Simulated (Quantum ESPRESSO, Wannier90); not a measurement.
Sn (Immm), plane waves to Wannier functions

Cell from Materials Project (mp-623511), symmetrised, no further relaxation. Not found in the COD (Crystallography Open Database) copy used, which has the formula in other groups; not checked further. Method: PBEsol plane waves in Quantum ESPRESSO 7.5 (PseudoDojo norm-conserving files, 58 Ry, no spin polarisation, no spin-orbit coupling), Bloch states on a 12×12×12 mesh through Γ, Wannier90 4.0.1. Density: 16×16×16 mesh, cold smearing 0.01 Ry. Spin-orbit coupling is left out although heavy elements are present.

On the energy scale of pw.x, whose zero is arbitrary, the Fermi level lies at 10.27 eV.

Input w.win:

```
num_bands = 10
num_wann = 4
exclude_bands = 1-5
num_iter = 800
conv_tol = 1.0e-6
conv_window = 4
dis_num_iter = 1000
dis_conv_tol = 1.0e-6
dis_froz_max = 11.77
dis_mix_ratio = 1.0
write_hr = true
write_u_matrices = true
begin projections
f=-0.01626,-0.00315,-0.01418: s;p
end projections
begin unit_cell_cart
ang
   -1.7265400000    1.7755450000    2.3383400000
    1.7265400000   -1.7755450000    2.3383400000
    1.7265400000    1.7755450000   -2.3383400000
end unit_cell_cart
begin atoms_frac
Sn   0.0000000000  0.0000000000  0.0000000000
end atoms_frac
mp_grid = 12 12 12
begin kpoints
0.0000000000 0.0000000000 0.0000000000
0.0000000000 0.0000000000 0.0833333333
0.0000000000 0.0000000000 0.1666666667
... (1725 more lines: the 12x12x12 mesh through Gamma)
end kpoints
```

Input of pw2wannier90.x that gives the overlap and projection files (equivalent; here they were cut from one run over all bands):

```
&inputpp
  outdir = './out'
  prefix = 'pwscf'
  seedname = 'w'
  write_amn = .true.
  write_mmn = .true.
/
```

Output w.wout (banner and timings cut):

```
                                    ------
                                    SYSTEM
                                    ------

                              Lattice Vectors (Ang)
                    a_1    -1.726540   1.775545   2.338340
                    a_2     1.726540  -1.775545   2.338340
                    a_3     1.726540   1.775545  -2.338340

                   Unit Cell Volume:      28.67319  (Ang^3)

                        Reciprocal-Space Vectors (Ang^-1)
                    b_1     0.000000   1.769368   1.343514
                    b_2     1.819589   0.000000   1.343514
                    b_3     1.819589   1.769368   0.000000

 *----------------------------------------------------------------------------*
 |   Site       Fractional Coordinate          Cartesian Coordinate (Ang)     |
 +----------------------------------------------------------------------------+
 | sn   1   0.00000   0.00000   0.00000   |    0.00000   0.00000   0.00000    |
 *----------------------------------------------------------------------------*
                                ------------
                                K-POINT GRID
                                ------------

             Grid size = 12 x 12 x 12      Total points = 1728

 *---------------------------------- MAIN ------------------------------------*
 |  Number of Wannier Functions               :                 4             |
 |  Number of Objective Wannier Functions     :                 4             |
 |  Number of input Bloch states              :                10             |
 |  Output verbosity (1=low, 5=high)          :                 1             |
 |  Timing Level (1=low, 5=high)              :                 1             |
 |  Optimisation (0=memory, 3=speed)          :                 3             |
 |  Length Unit                               :               Ang             |
 |  Post-processing setup (write *.nnkp)      :                 F             |
 |  Using Gamma-only branch of algorithms     :                 F             |
 *----------------------------------------------------------------------------*
 *------------------------------- WANNIERISE ---------------------------------*
 |  Total number of iterations                :               800             |
 |  Number of CG steps before reset           :                 5             |
 |  Trial step length for line search         :             2.000             |
 |  Convergence tolerence                     :         0.100E-05             |
 |  Convergence window                        :                 4             |
 |  Iterations between writing output         :                 1             |
 |  Iterations between backing up to disk     :               100             |
 |  Write r^2_nm to file                      :                 F             |
 |  Write xyz WF centres to file              :                 F             |
 |  Write on-site energies <0n|H|0n> to file  :                 F             |
 |  Use guiding centre to control phases      :                 F             |
 |  Use phases for initial projections        :                 F             |
 *----------------------------------------------------------------------------*
 *------------------------------- DISENTANGLE --------------------------------*
 |  Using band disentanglement                :                 T             |
 |  Total number of iterations                :              1000             |
 |  Mixing ratio                              :             1.000             |
 |  Convergence tolerence                     :         1.000E-06             |
 |  Convergence window                        :                 3             |
 *----------------------------------------------------------------------------*
 *-------------------------------- PLOTTING ----------------------------------*
 |  Plotting Hamiltonian in WF basis          :                 T             |
 *----------------------------------------------------------------------------*

 *---------------------------------- K-MESH ----------------------------------*
 +----------------------------------------------------------------------------+
 |                    Distance to Nearest-Neighbour Shells                    |
 |                    ------------------------------------                    |
 |          Shell             Distance (Ang^-1)          Multiplicity         |
 |          -----             -----------------          ------------         |
 |             1                   0.185137                      4            |
 |             2                   0.188487                      4            |
 |             3                   0.211502                      4            |
 |             4                   0.223919                      2            |
 |             5                   0.294895                      2            |
 |             6                   0.303265                      2            |
 |             7                   0.308014                      8            |
 |             8                   0.349986                      8            |
       ... (lines left out)
 +----------------------------------------------------------------------------+
 | The b-vectors are chosen automatically                                     |
 | The following shells are used:                       1,  2,  3             |
 +----------------------------------------------------------------------------+
 |                        Shell   # Nearest-Neighbours                        |
 |                        -----   --------------------                        |
 |                          1               4                                 |
 |                          2               4                                 |
 |                          3               4                                 |
 +----------------------------------------------------------------------------+
 | Completeness relation is fully satisfied [Eq. (B1), PRB 56, 12847 (1997)]  |
 +----------------------------------------------------------------------------+
 |                  b_k Vectors (Ang^-1) and Weights (Ang^2)                  |
 |                  ----------------------------------------                  |
 |            No.         b_k(x)      b_k(y)      b_k(z)        w_b           |
 |            ---        --------------------------------     --------        |
 |             1         0.000000    0.147447    0.111960    10.285130        |
 |             2         0.000000   -0.147447   -0.111960    10.285130        |
 |             3        -0.000000    0.147447   -0.111960    10.285130        |
 |             4        -0.000000   -0.147447    0.111960    10.285130        |
 |             5         0.151632    0.000000    0.111960     9.659137        |
 |             6         0.151632   -0.000000   -0.111960     9.659137        |
 |             7        -0.151632    0.000000   -0.111960     9.659137        |
 |             8        -0.151632   -0.000000    0.111960     9.659137        |
 |             9         0.151632    0.147447    0.000000     1.214030        |
 |            10         0.151632   -0.147447    0.000000     1.214030        |
 |            11        -0.151632    0.147447    0.000000     1.214030        |
 |            12        -0.151632   -0.147447    0.000000     1.214030        |
 +----------------------------------------------------------------------------+
 |                           b_k Directions (Ang^-1)                          |
 |                           -----------------------                          |
 |            No.           x           y           z                         |
 |            ---        --------------------------------                     |
 |             1         0.000000    0.147447    0.111960                     |
 |             2        -0.000000    0.147447   -0.111960                     |
 |             3         0.151632    0.000000    0.111960                     |
 |             4         0.151632   -0.000000   -0.111960                     |
 |             5         0.151632    0.147447    0.000000                     |
 |             6         0.151632   -0.147447    0.000000                     |
 +----------------------------------------------------------------------------+

 Starting a new Wannier90 calculation ...

 Reading overlaps from w.mmn

 Reading projections from w.amn

 *------------------------------- DISENTANGLE --------------------------------*
 +----------------------------------------------------------------------------+
 |                              Energy  Windows                               |
 |                              ---------------                               |
 |                   Outer:   -0.50870  to   32.83531  (eV)                   |
 |                   Inner:   -0.50870  to   11.77000  (eV)                   |
 +----------------------------------------------------------------------------+
   Number of target bands to extract:    4

                   Unitarised projection of Wannier functions
                   ------------------------------------------
   A_mn = <psi_m|g_n> --> S = A.A^+ --> U = S^-1/2.A
   In dis_project... done
   Using an inner window (linner = T)
   In dis_proj_froz... done

                   Extraction of optimally-connected subspace
                   ------------------------------------------
 +---------------------------------------------------------------------+<-- DIS
 |  Iter     Omega_I(i-1)      Omega_I(i)      Delta (frac.)           |<-- DIS
 +---------------------------------------------------------------------+<-- DIS
       1      11.32781250       9.42972976       2.013E-01    <-- DIS
       2       9.12912586       8.45567871       7.964E-02    <-- DIS
       3       8.30652280       7.94194006       4.591E-02    <-- DIS
       4       7.85379469       7.63084705       2.922E-02    <-- DIS
       5       7.57519113       7.43198695       1.927E-02    <-- DIS
       6       7.39567355       7.30132466       1.292E-02    <-- DIS
       ... (lines left out)
      43       7.02213222       7.02212565       9.366E-07    <-- DIS
      44       7.02212363       7.02211779       8.309E-07    <-- DIS
      45       7.02211599       7.02211080       7.396E-07    <-- DIS

             <<<      Delta < 1.000E-06  over  3 iterations     >>>
             <<< Disentanglement convergence criteria satisfied >>>

        Final Omega_I     7.02211080 (Ang^2)

 +----------------------------------------------------------------------------+

 Writing checkpoint file w.chk... done

 *------------------------------- WANNIERISE ---------------------------------*
 +--------------------------------------------------------------------+<-- CONV
 | Iter  Delta Spread     RMS Gradient      Spread (Ang^2)            |<-- CONV
 +--------------------------------------------------------------------+<-- CONV

 ------------------------------------------------------------------------------
 Initial State
  WF centre and spread    1  ( -0.001742, -0.045594, -0.011426 )     1.92596727
  WF centre and spread    2  ( -0.000089, -0.002387,  0.010752 )     2.89245600
  WF centre and spread    3  (  0.001702, -0.002593, -0.000564 )     2.90114035
  WF centre and spread    4  ( -0.000104,  0.044343, -0.000625 )     2.91634687
  Sum of centres and spreads ( -0.000232, -0.006230, -0.001863 )    10.63591049

      0     0.106E+02     0.0000000000       10.6359104886  <-- CONV
        O_D=      0.0020652 O_OD=      3.6117345 O_TOT=     10.6359105 <-- SPRD
 ------------------------------------------------------------------------------
      1    -0.347E-01     0.0731767696       10.6012091779  <-- CONV
        O_D=      0.0013985 O_OD=      3.5776999 O_TOT=     10.6012092 <-- SPRD
      2    -0.442E-01     0.0789152684       10.5570041318  <-- CONV
        O_D=      0.0007239 O_OD=      3.5341694 O_TOT=     10.5570041 <-- SPRD
      3    -0.249E-01     0.0796022497       10.5321443787  <-- CONV
        O_D=      0.0004229 O_OD=      3.5096106 O_TOT=     10.5321444 <-- SPRD
      4    -0.114E-01     0.0536682946       10.5207671782  <-- CONV
        O_D=      0.0002017 O_OD=      3.4984547 O_TOT=     10.5207672 <-- SPRD
      5    -0.417E-02     0.0334826472       10.5166020512  <-- CONV
        O_D=      0.0001061 O_OD=      3.4943852 O_TOT=     10.5166021 <-- SPRD
       ... (lines left out)
    100    -0.434E-02     0.0257013845        8.9420788106  <-- CONV
        O_D=      0.0091563 O_OD=      1.9108117 O_TOT=      8.9420788 <-- SPRD
       ... (lines left out)
    200    -0.514E-05     0.0010188819        8.8437695017  <-- CONV
        O_D=      0.0082876 O_OD=      1.8133711 O_TOT=      8.8437695 <-- SPRD
       ... (lines left out)
    219    -0.596E-06     0.0003130412        8.8437325739  <-- CONV
        O_D=      0.0082878 O_OD=      1.8133339 O_TOT=      8.8437326 <-- SPRD
    220    -0.744E-06     0.0005478245        8.8437318299  <-- CONV
        O_D=      0.0082877 O_OD=      1.8133333 O_TOT=      8.8437318 <-- SPRD
    221    -0.421E-06     0.0002876826        8.8437314088  <-- CONV
        O_D=      0.0082877 O_OD=      1.8133329 O_TOT=      8.8437314 <-- SPRD
             <<<     Delta < 1.000E-06  over  4 iterations     >>>
             <<< Wannierisation convergence criteria satisfied >>>
 Final State
  WF centre and spread    1  (  0.189875, -0.639492,  0.021613 )     2.21163722
  WF centre and spread    2  (  0.206304,  0.272371, -0.562512 )     2.21003586
  WF centre and spread    3  ( -0.660721,  0.034568,  0.032882 )     2.21021832
  WF centre and spread    4  (  0.263838,  0.326943,  0.506883 )     2.21184001
  Sum of centres and spreads ( -0.000704, -0.005610, -0.001134 )     8.84373141

         Spreads (Ang^2)       Omega I      =     7.022110799
        ================       Omega D      =     0.008287700
                               Omega OD     =     1.813332910
    Final Spread (Ang^2)       Omega Total  =     8.843731409
```
